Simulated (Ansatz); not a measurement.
A geometry of Be away from equilibrium: the start of the relaxation of a generated trial cell of Be in the AFLOW prototype A_oC8_64_f (A14, as in I). Calculation: r2SCAN (plane waves to 500 eV, PAW, scalar-relativistic; Ansatz, a quantum-chemistry and plane-wave program). Γ-centred k-mesh 20×20×8 on the run's cell, Fermi–Dirac smearing 0.05 eV.

```xyz
4
Lattice="2.0837 -1.3639 0.0000 2.0837 1.3639 0.0000 0.0000 0.0000 5.7342" Properties=species:S:1:pos:R:3:forces:R:3 pbc="T T T" free_energy=-368.602 pressure_GPa=23.4
Be     2.0837    -0.9415     0.6738    0.0000    4.5822    4.3498
Be     2.0837     0.9415     5.0605    0.0000   -4.5822   -4.3498
Be     2.0837     0.4224     2.1933    0.0000    4.5822   -4.3498
Be     2.0837    -0.4224     3.5409    0.0000   -4.5822    4.3498
```

Positions in Å, forces in eV/Å, free energy of the cell in eV (comparable only within this code, potentials and settings). Largest force: 6.32 eV/Å, on Be1, Be2, Be3, Be4 (atoms numbered as listed); the geometry lies 1.09 eV/atom above the end of its relaxation.

No spin polarisation in the result.

The run could not lose the symmetry of its start, so the end can be a saddle point.

The end of the path is a generated cell of Be: the first start was made by placing the elements on the sites of a structure type, and the end was not matched to a known phase here, so it may be hypothetical. Known forms of Be include space group No. 194.
